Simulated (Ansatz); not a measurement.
## ScF₃: levels and charges under dearer methods

A database entry relaxed whole under r2SCAN at zero pressure (Pm-3m, No. 221):

```xyz
4
Lattice="4.0334 0.0000 0.0000 0.0000 4.0334 0.0000 0.0000 0.0000 4.0334" Properties=species:S:1:pos:R:3 pbc="T T T"
Sc    0.0000    0.0000    0.0000
F     2.0167    0.0000    0.0000
F     0.0000    2.0167    0.0000
F     0.0000    0.0000    2.0167
```

Its volume is 16.40 Å³ an atom, +1.6 % against the entry's 16.15, a measured cell (2014, 300 K).

Single points on this cell with plane-wave PAW DFT (Ansatz 0.2.0; r2SCAN 500 eV, hybrids 420 eV; fermi-dirac occupations of width 0.020 eV; no moments): r2SCAN on a 8×8×8 Γ-centred mesh; HSE06 on a 6×6×6 Γ-centred mesh; PBE0 on a 6×6×6 Γ-centred mesh.

Question: How do gap, pressure and charges move from level to level?

Answer: The runs give:

```csv
level,"gap (eV), or kind",pressure (GPa),Bader charge of Sc (e),Bader charge of F (e)
r2SCAN,6.98,0.0,+2.29,-0.76
HSE06,8.79,0.2,+2.34,-0.78
PBE0,9.59,0.1,+2.34,-0.78
```

Under r2SCAN the gap is 6.98 eV, over mesh and band path. HSE06 moves it by +1.81 eV and PBE0 by +2.61 eV; PBE0 keeps its exact exchange at long range, which widens the gap over HSE06's by 0.79 eV on their common mesh. The charge on Sc goes from +2.29 to +2.34 e under HSE06.

Caveats: the relaxation kept the start's symmetry; HSE06 is read on its mesh and at the zone's corners, PBE0 on its mesh alone; hybrid pressures are good to a few tenths of a GPa; pressure is positive in compression.
